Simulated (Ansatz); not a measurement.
Se (trigonal-Se type, space group P3_121)

```
Se
1.0
    9.06910     0.00000     0.00000
   -2.26727     3.92703     0.00000
    4.53455     0.00000     5.04146
Se
6
Cartesian
 10.05826   0.00000   4.20122
  5.52371   0.00000   4.20122
  8.57452   0.85664   0.84024
  4.03997   0.85664   0.84024
  1.77269   3.07039   2.52073
  6.30724   3.07039   2.52073
```

A phonon eigenvector at L = (0.5, 0.0, 0.5) is frozen into this cell: atom i moves by Q times the vector below, so Q is the largest atomic displacement, in Å. The cell is held. (q is in reciprocal vectors of the primitive cell; the cell shown is doubled to hold the pattern.)

```tsv
atom	x	y	z
Se1	0.026	0.395	0.918
Se2	-0.026	-0.395	-0.918
Se3	-0.317	-0.183	0.903
Se4	0.317	0.183	-0.903
Se5	0.355	-0.175	0.918
Se6	-0.355	0.175	-0.918
```

Method: PBE (plane waves to 420 eV, PAW, scalar-relativistic; Ansatz, an electronic-structure program). k mesh 8×8×8 (Γ-centred), Fermi-Dirac smearing 0.05 eV. The energy includes the smearing's −TS. Se was relaxed with its symmetry unable to fall. The zero of ΔE is the undisplaced structure.

| Q (Å) | ΔE (meV/cell) |
|---|---|
| -0.1000 | 315 |
| -0.0833 | withheld |
| -0.0667 | 135 |
| -0.0500 | 75 |
| -0.0333 | 33 |
| -0.0167 | 8 |
| 0.0000 | 0 |
| 0.0167 | 8 |
| 0.0333 | 33 |
| 0.0500 | 75 |
| 0.0667 | 135 |
| 0.0833 | withheld |
| 0.1000 | 315 |

Problem. Fit an even polynomial form (powers 2, 4) to the given rows and predict ΔE at Q = -0.0833.

Solution. Least squares on the 11 given rows: ΔE = (29450)·Q² + (204700)·Q⁴, in meV/cell with Q in Å; root-mean-square residual 0.1 meV/cell. At -0.0833 the fit gives 214 meV/cell; the calculation gives 215 meV/cell, so the interpolation is off by -1 (-0.5 %). The quadratic term alone would give 204 meV/cell.

(For displaced atoms, the force is minus the slope of the energy, and its curvature is a force constant, which sets phonon frequencies.)
